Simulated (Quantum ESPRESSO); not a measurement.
Kohn-Sham bands of AlInN2 (chalcopyrite)

```
AlInN2
1.0
    4.74579     0.00000     0.00000
    0.00000     4.74579     0.00000
   -2.37290    -2.37290     4.63882
Al In N
2 2 4
Direct
  0.25000   0.75000   0.50000
  0.00000   0.00000   0.00000
  0.75000   0.25000   0.50000
  0.50000   0.50000   0.00000
  0.12500   0.67448   0.75000
  0.92448   0.87500   0.25000
  0.62500   0.07552   0.75000
  0.32552   0.37500   0.25000
```

Structure: Materials Project mp-1245856, symmetrised, not relaxed again. Not found in the COD (Crystallography Open Database) copy used; not checked further. Computed values, not measurements, from PBEsol: Quantum ESPRESSO (norm-conserving PseudoDojo potentials, cutoff 68 Ry, no spin polarisation, no spin-orbit coupling) on a Γ-centred 6×6×6 mesh, then Wannier90. Density: 8×8×8 mesh, Gaussian smearing 0.01 Ry. Spin-orbit coupling is left out although heavy elements are present.

List the Kohn-Sham levels between −8 and 4.3 eV relative to the valence-band maximum at the high-symmetry points, as a band run of pw.x on that density gives them (levels within 2 meV counted together).


| point | k (reciprocal lattice) | levels (eV) |
|---|---|---|
| Γ | 0.000 0.000 0.000 | -4.72, -4.38, -4.26, -3.04, -3.00 (×2), -2.89, -1.71 (×2), -0.13 (×2), 0.00, 1.26, 2.94 |
| X | 0.500 -0.500 0.000 | -5.74 (×2), -4.34 (×2), -2.45 (×2), -1.03 (×2), -0.49 (×2), -0.37 (×2), 4.03 (×2) |
| P | 0.500 -0.500 0.250 | -5.41 (×2), -4.94 (×2), -1.57 (×2), -1.45 (×2), -0.74 (×2), -0.36 (×2), 4.17 (×2) |
| N | 0.000 -0.500 0.500 | -4.86, -4.17, -4.04, -3.36, -3.18, -3.13, -1.88, -1.85, -1.22, -1.20, -0.76, -0.49 |
| M | 0.000 0.000 0.500 | -4.94 (×2), -3.12 (×2), -2.12 (×2), -1.67 (×2), -1.35 (×2), -0.78 (×2), 3.59 (×2), 3.68 (×2) |
| S | 0.000 -0.369 0.685 | -4.54, -4.46, -4.02, -3.38, -2.80, -2.72, -2.06, -1.72, -1.48, -1.44, -0.62, -0.31, 3.93 |
| S_0 | 0.000 -0.631 0.315 | -4.54, -4.46, -4.02, -3.38, -2.80, -2.72, -2.06, -1.72, -1.48, -1.44, -0.62, -0.31, 3.93 |
| R | 0.369 -0.631 0.131 | -5.38 (×2), -4.26 (×2), -2.39 (×2), -1.38 (×2), -0.62 (×2), -0.50 (×2), 4.14 (×2) |
| G | 0.369 -0.369 0.500 | -5.38 (×2), -4.26 (×2), -2.39 (×2), -1.38 (×2), -0.62 (×2), -0.50 (×2), 4.14 (×2) |
